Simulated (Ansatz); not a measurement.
The relaxed structure here is a generated cell of BAs: the first start was made by placing the elements on the sites of a structure type, and the end was not matched to a known phase here, so it may be hypothetical. Known forms of BAs include space group No. 216.

A structure of BAs relaxed with PBEsol (plane waves to 420 eV, PAW, scalar-relativistic; Ansatz, a first-principles code); single points at other levels follow on the same geometry (Ansatz, PAW; HSE06 at 420 eV on a 4×4×6 k-mesh; no spin-orbit coupling). Space group P4₂/mnm (No. 136).

```
CELL_PARAMETERS angstrom
      5.83725     0.00000     0.00000
      0.00000     5.83725     0.00000
      0.00000     0.00000     3.36177
ATOMIC_POSITIONS crystal
  As 0.31841 0.68159 0.00000
  As 0.81841 0.81841 0.50000
  As 0.18159 0.18159 0.50000
  As 0.68159 0.31841 0.00000
  B  0.32271 0.32271 0.00000
  B  0.82271 0.17729 0.50000
  B  0.17729 0.82271 0.50000
  B  0.67729 0.67729 0.00000
```

```tsv
level	gap (eV)	kind	conduction minimum
PBEsol	0.61	indirect	k = (0, 0, 0.3)
HSE06	1.30	–	k = (0, 0, 0.3)
```

HSE06 gaps come from a coarse mesh plus a few chosen points, so they may be too large. No spin polarisation in the result.

The run could not lose the symmetry of its start, so the end can be a saddle point.
